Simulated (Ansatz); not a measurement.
## MnO2 (P-3m1): collinear moments

Level of theory: DFT, LDA, PAW with Ansatz's default frozen-core files, scalar-relativistic (Ansatz 0.2.0).

Command: `ansatz run input.yaml --threads 2 --pin off --max-ram 4096MiB --backend cpu --events-out ev --progress --plain --runs-dir out`

```yaml
crystal:
  lattice:
    - [2.8565781804, 0.0, 0.0]
    - [-1.4282890902, 2.4738692722, 0.0]
    - [0.0, 0.0, 4.6013740589]
  atoms:
    - { symbol: Mn, position: [0.0, 0.0, 0.5], spin: 4.0 }
    - { symbol: O, position: [0.6666666667, 0.3333333333, 0.29370743] }
    - { symbol: O, position: [0.3333333333, 0.6666666667, 0.70629257] }
magnetization:
  spin_polarized: true
kpoints:
  mp_grid: { grid: [10, 10, 6] }
scf:
  occupations: { method: fermi_dirac, width: 0.03 }
  lower_state_search: "off"
hamiltonian:
  xc: lda
  pseudopotentials: { kind: paw }
output:
  forces: true
  stress: true
  eigenvalues: true
```

The program prints:

```
Engine: ansatz 0.2.0
Pseudopotentials: kind: paw
Pseudopotential: Mn, paw, valence charge 15, recommended cutoff 420 eV (normal), Mn.paw.azcp
Pseudopotential: O, paw, valence charge 6, recommended cutoff 420 eV (normal), O.paw.azcp
Functional definition: SPW92
  exchange = slater_x
  correlation = pw_c
Crystal: 3 atoms, lattice volume = 32.517 Å³
Basis set: ecut = 420 eV, 615 PW (Γ)
Bands: 20, of which v1, the nominal top of the filled ones, is band 14 counted from 1 (13 counted from 0)
Symmetry: 12 space group operations
Space group: P-3m1 (ITA 164), of the structure as read, at distance tolerance 3.2e-5 Å
Magnetic group: BNS 164.85 (UNI 1315), of the structure as read, at distance tolerance 3.2e-5 Å
k-points: 72 of 600
Non-local potential: Mn, projectors of the file, l = 0: 3, l = 1: 2, l = 2: 3, l = 3: 1
Non-local potential: O, projectors of the file, l = 0: 2, l = 1: 2, l = 2: 1
PAW form: soft (Blöchl's): semilocal exchange-correlation on the pseudo side does not see the compensation charge
PAW frozen core: Mn, regenerated for the run's functional, and the local potential with it (the file was generated under x = pbe(κ = 0.804, μ = 0.2195149727645171), c = pbe(β = 0.06672455060314922))
PAW frozen core: O, regenerated for the run's functional, and the local potential with it (the file was generated under x = pbe(κ = 0.804, μ = 0.2195149727645171), c = pbe(β = 0.06672455060314922))
PAW one-centre angular grid: Mn, 590 points (default); XC on 64 Gauss nodes
PAW one-centre angular grid: O, 110 points (default); XC on 64 Gauss nodes
Initial density: superposition of atomic densities (chi_scale 0.1, normalization cell, long waves kept (reshape's long-wave potential 0.12 eV rms))
Starting moments: Σ|m| = 4 μB on 1 of 3 sites
Initial wavefunctions: pseudopotential atomic-orbital guess
Functional: x = slater, c = lda
SCF iter   1: F=—  HF=-4954.323068 eV  |F-HF|=—  |Δ(HF+E_count)|=         —  Δρ=2.76e-1 (↑1.06e-1 ↓2.76e-1)  dr2=4.76e1  dr2_m=3.03e0  M=2.191 μB ∫|m|=2.194 μB  β_m=0.30  ethr=3.10e-3  ⟨swp⟩=5.6  Hψ=12460  notcnv=0
preconditioner: auto → none  [metal: Δε(μ)=0.004 eV  Ē_g=13.522 eV  σ=0.030 eV  W_gap=0.03  n_scr=8 (ndim 8)  ℏωp=28.4 eV  f_vac=0.091  D(μ)=4.37/eV (n_scr^D=66)  sad-step TF]
SCF iter   2: F=—  HF=-4952.694098 eV  |F-HF|=—  |Δ(HF+E_count)|=    1.63e0  Δρ=1.36e-1 (↑1.36e-1 ↓7.11e-2)  dr2=8.43e0  dr2_m=8.16e-1  M=3.000 μB ∫|m|=3.129 μB  β_m=0.30  ethr=3.10e-3  ⟨swp⟩=3.4  Hψ=7603  notcnv=0  defer=177
SCF iter   3: F=—  HF=-4951.420652 eV  |F-HF|=—  |Δ(HF+E_count)|=    1.27e0  Δρ=7.78e-2 (↑7.78e-2 ↓3.10e-2)  dr2=1.56e0  dr2_m=5.16e-1  M=3.000 μB ∫|m|=3.149 μB  β_m=0.30  ethr=3.10e-3  ⟨swp⟩=3.6  Hψ=6697  notcnv=0  defer=254
Mixer restart at iter 3: flushing history
spin-set hold released at iteration 3 (the charge has settled, or the pull on large starting moments outlasts its swing): the magnetisation degrees of freedom join the quasi-Newton model from the next iteration; the mixer history was flushed
SCF iter   4: F=—  HF=-4951.514114 eV  |F-HF|=—  |Δ(HF+E_count)|=   9.35e-2  Δρ=5.77e-2 (↑2.40e-2 ↓5.77e-2)  dr2=1.73e0  dr2_m=2.25e-1  M=3.000 μB ∫|m|=3.064 μB  β_m=0.27  ethr=3.10e-3  ⟨swp⟩=3.4  Hψ=6185  notcnv=0  defer=265
SCF iter   5: F=—  HF=-4951.375783 eV  |F-HF|=—  |Δ(HF+E_count)|=   1.38e-1  Δρ=4.33e-2 (↑4.33e-2 ↓1.60e-2)  dr2=3.75e-1  dr2_m=1.87e-1  M=3.000 μB ∫|m|=3.103 μB  β_m=0.33  ethr=3.10e-3  ⟨swp⟩=2.4  Hψ=4672  notcnv=0  defer=266
SCF iter   6: F=—  HF=-4951.425890 eV  |F-HF|=—  |Δ(HF+E_count)|=   5.01e-2  Δρ=2.14e-2 (↑2.14e-2 ↓7.56e-3)  dr2=8.18e-2  dr2_m=4.97e-2  M=3.000 μB ∫|m|=3.062 μB  β_m=0.42  ethr=1.39e-3  ⟨swp⟩=2.0  Hψ=4090  notcnv=0  defer=264
SCF iter   7: F=—  HF=-4951.446193 eV  |F-HF|=—  |Δ(HF+E_count)|=   2.03e-2  Δρ=5.38e-3 (↑5.38e-3 ↓2.63e-3)  dr2=1.92e-3  dr2_m=4.65e-3  M=3.000 μB ∫|m|=3.033 μB  β_m=0.60  ethr=3.03e-4  ⟨swp⟩=2.8  Hψ=4207  notcnv=0  defer=264
SCF iter   8: F=—  HF=-4951.448086 eV  |F-HF|=—  |Δ(HF+E_count)|=   1.89e-3  Δρ=1.09e-3 (↑7.75e-4 ↓1.09e-3)  dr2=1.65e-4  dr2_m=2.14e-4  M=3.000 μB ∫|m|=3.025 μB  β_m=0.69  ethr=7.12e-6  ⟨swp⟩=2.2  Hψ=4467  notcnv=0  defer=264
SCF iter   9: F=—  HF=-4951.448168 eV  |F-HF|=—  |Δ(HF+E_count)|=   8.29e-5  Δρ=5.62e-4 (↑9.56e-5 ↓5.62e-4)  dr2=1.22e-4  dr2_m=2.19e-5  M=3.000 μB ∫|m|=3.024 μB  β_m=0.73  ethr=6.11e-7  ⟨swp⟩=2.0  Hψ=4093  notcnv=0  defer=264
SCF iter  10: F=—  HF=-4951.448160 eV  |F-HF|=—  |Δ(HF+E_count)|=   7.93e-6  Δρ=1.22e-4 (↑8.83e-5 ↓1.22e-4)  dr2=1.16e-5  dr2_m=4.93e-7  M=3.000 μB ∫|m|=3.024 μB  β_m=0.69  ethr=4.51e-7  ⟨swp⟩=1.6  Hψ=3224  notcnv=0  defer=264
SCF iter  11: F=—  HF=-4951.448159 eV  |F-HF|=—  |Δ(HF+E_count)|=   1.73e-6  Δρ=8.02e-6 (↑7.14e-6 ↓8.02e-6)  dr2=1.59e-8  dr2_m=1.04e-8  M=3.000 μB ∫|m|=3.024 μB  β_m=0.77  ethr=3.70e-10  ⟨swp⟩=9.4  Hψ=16326  notcnv=0
SCF iter  12: F=-4951.448159 eV  HF=-4951.448159 eV  |F-HF|=6.50e-9  |Δ(HF+E_count)|=   3.36e-9  Δρ=3.05e-6 (↑2.96e-6 ↓3.05e-6)  dr2=7.96e-9  dr2_m=4.66e-10  M=3.000 μB ∫|m|=3.024 μB  ethr=5.88e-11  ⟨swp⟩=1.8  Hψ=8512  notcnv=0
SCF 1 converged in 12 iterations: F = -4951.448159 eV  dr2 = 7.96e-9
  greatest PAW one-centre occupation: 1.001 electrons in one spin orbital (limit 2), on the Mn atom at site 0 (counted from 0), in its partial waves of l = 1
SCF converged after 12 iterations
Magnetization: 3.0000 μB (15.0000 up, 12.0000 down)
Absolute magnetization: 3.0247 μB (∫|ρ↑−ρ↓|, with the PAW one-centre terms)
Spin contamination: 0.0374 ħ² per cell (⟨S²⟩ above its minimum at these occupations)
Per-site moments (μB) at R_I (Å): [(2.471133315768203, 0.7849485026378248), (0.05965679301021616, 0.7849485026378249), (0.05965679301021616, 0.7849485026378248)]
Free energy (F): -4951.448159 eV
Harris-Foulkes:  -4951.448159 eV  (|F-HF|=6.50e-9)
Internal energy: -4951.448153 eV  (E = F + TS)
E sigma→0 (E₀):  -4951.448156 eV
Entropy (-TS):   -0.000006 eV (-0.002 meV/atom)
Fermi energy:    7.965332 eV
--- Per-component energies (eV) ---
  E_band       = -366.612323
  E_kinetic    = 646.742481
  E_local      = -3563.378474  (includes V_loc(G=0)·N_el)
  E_nonlocal   = 341.375898
  E_hartree    = 1450.346160
  E_xc         = -256.839002
  E_vxc        = -330.369300  (∫ρ·V_xc dr)
  E_paw        = -1530.787826  (= ΣΔE_a)
  E_vpaw       = -361.683810  (= ΣTr[D̂ρ^β])
  E_aug_tail   = 0.004863  (compensation charges beyond the density's cutoff)
  E_ewald      = -2039.490050
  E_core_change = 0.577796  (= ΣΔE_core)
  E_smearing   = -0.000006  (= −TS)
  E_closure    = -0.000000  (closes the sum)
  Σ components = -4951.448159   (vs F -4951.448159, Δ=0.00e0)
--- Forces (eV/Å), atoms counted from 1 ---
  atom   1  Mn    -0.00000000     0.00000000     0.00000000
  atom   2  O      0.00000000     0.00000000     0.55232608
  atom   3  O      0.00000000     0.00000000    -0.55232608
  max |Σ_I F_I| component: 9.25e-18 eV/Å
--- Stress (GPa, compression-positive) ---
      -10.123932       0.000000       0.000000
       -0.000000     -10.123932       0.000000
        0.000000       0.000000      -6.300839
  P = ⅓ Tr σ = -8.8496 GPa (-88.496 kbar)
--- Band table (eV; the first three rows and the last of 144) ---
  k-point 0 ↑: bands = ["-73.2065", "-42.2260", "-42.2260", "-42.2023", "-11.8550", "-9.4428", "1.2410", "1.5718", "1.5718", "5.3779", "5.3779", "6.1048", "6.1048", "6.3671", "7.3857", "10.4143", "10.4143", "14.4832", "17.7146", "22.0738"]
  k-point 1 ↑: bands = ["-73.2065", "-42.2260", "-42.2260", "-42.2024", "-11.8255", "-9.4950", "1.3983", "1.5746", "1.5746", "5.3764", "5.3764", "5.9946", "6.0930", "6.0930", "7.5162", "10.4271", "10.4271", "14.8263", "17.6753", "21.7446"]
  k-point 2 ↑: bands = ["-73.2065", "-42.2260", "-42.2260", "-42.2025", "-11.7628", "-9.6022", "1.5805", "1.5805", "1.7635", "5.3391", "5.3735", "5.3735", "6.0707", "6.0707", "7.6553", "10.4532", "10.4532", "15.6808", "17.4293", "21.1140"]
  k-point 71 ↓: bands = ["-70.1244", "-39.4611", "-39.4222", "-39.1104", "-9.8094", "-9.7803", "2.1090", "2.1539", "3.1068", "4.4025", "4.8546", "5.1489", "8.6110", "9.2844", "9.4156", "11.3218", "11.3311", "19.7928", "22.2504", "22.3276"]
```

Site moments (μB): Mn1 2.47, O2 0.06, O3 0.06. Cell moment 3.00 μB.

The magnetic group in the log treats spin as a scalar label, without spin–orbit coupling.

The PAW files were made with PBE; the program remakes their cores once for the run's functional and then keeps them frozen. The Ansatz runs typed with the search for lower states off end where their start leads. These are results for the start and cell typed. The real compound can order otherwise, in a larger cell, or not at all, since semilocal functionals without spin fluctuations often overstate magnetism; near a collapse of the moment, mesh and smearing move it by tens of per cent.

It took 3.1 s on 2 threads of Arm Neoverse V2, on a shared host, peak memory 0.34 GiB.
